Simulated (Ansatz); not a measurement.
AlSi₃C₃N:
Space group P3m1 (No. 156); a = b = 3.107 Å, c = 10.069 Å, α = β = 90.00°, γ = 120.00°

```
atom  site  symmetry       x       y       z
----  ----  --------  ------  ------  ------
Al      1b       3m.  0.3333  0.6667  0.9876
N       1b       3m.  0.3333  0.6667  0.1973
Si      1c       3m.  0.6667  0.3333  0.2529
C       1c       3m.  0.6667  0.3333  0.4354
Si      1b       3m.  0.3333  0.6667  0.5033
C       1b       3m.  0.3333  0.6667  0.6869
Si      1c       3m.  0.6667  0.3333  0.7552
C       1c       3m.  0.6667  0.3333  0.9359
```

Relaxed at zero pressure with DFT-PBEsol in the program Ansatz with PAW potentials.

Q: The volume is lowered by 9 % and shape and atoms relax at that volume. What pressure results, and how do the axes share the change?

A: 22.1 GPa; a -2.7 %, b -2.7 %, c -4.0 %; the energy rises by 60 meV/atom.

Q: Give the new structure.

A: 
Space group P3m1 (No. 156); a = b = 3.024 Å, c = 9.668 Å, α = β = 90.00°, γ = 120.00°

| atom | site | symmetry | x | y | z |
|---|---|---|---|---|---|
| Al | 1b | 3m. | 0.3333 | 0.6667 | 0.9902 |
| N | 1b | 3m. | 0.3333 | 0.6667 | 0.1953 |
| Si | 1c | 3m. | 0.6667 | 0.3333 | 0.2477 |
| C | 1c | 3m. | 0.6667 | 0.3333 | 0.4335 |
| Si | 1b | 3m. | 0.3333 | 0.6667 | 0.5019 |
| C | 1b | 3m. | 0.3333 | 0.6667 | 0.6884 |
| Si | 1c | 3m. | 0.6667 | 0.3333 | 0.7569 |
| C | 1c | 3m. | 0.6667 | 0.3333 | 0.9406 |

The phase is kept; no other phase was compared at this pressure.

The start of the workflow was typed in or built on a structure type; neither database checked (COD, Materials Project) lists it. Its standing as an ambient phase is unchecked. The PBEsol relaxation kept the symmetry of its start; its stability against distortions is not shown here.

Potentials: the earlier of the program's two PAW sets. The files were generated under PBE; for other functionals the program regenerates the frozen cores, and for LDA and PBEsol the local potential too.
